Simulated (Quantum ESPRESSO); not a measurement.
Parts of the isotropic shielding in Si, by PBE GIPAW on JTH datasets (Quantum ESPRESSO, modified build), 20 Ha, k-mesh 8×8×8 shifted:

```
Si
1.0
    0.00000     2.70824     2.74907
    2.70824     0.00000     2.74907
    2.70824     2.70824     0.00000
Si
2
Direct
  0.25000   0.25000   0.25000
  0.00000   0.00000   0.00000
```
The cell was made here from a computed Materials Project entry: strained by +1 % along the cube axis and by -0.5 % across it, atoms relaxed (PBE without dispersion, pw.x of Quantum ESPRESSO, symmetry kept). The parent is Si in Fd-3m. Stability against distortions was not tested.

The core term is that of the free atom's frozen core; the paramagnetic column sums the reconstruction terms. Shieldings are absolute and leave out the bulk-susceptibility term; a larger σ means a smaller chemical shift. By our sweeps, such settings leave a few ppm in absolute σ. The datasets of Si hold no d projectors, which limits absolute σ on these atoms. The band gap at this level is small, which makes the paramagnetic part of σ large and sensitive to the functional. Static lattice: thermal averaging is not included.

```tsv
site	core	bare (smooth current)	diamagnetic correction	paramagnetic corrections	σ_iso (ppm)
Si (atoms 1, 2)	837.8	-9.4	3.3	[?]	[?]
```

**Question.** Complete the blanks.

**Answer.** 
- Si (atoms 1, 2), paramagnetic corrections: -424.2
- Si (atoms 1, 2), σ_iso (ppm): 407.5
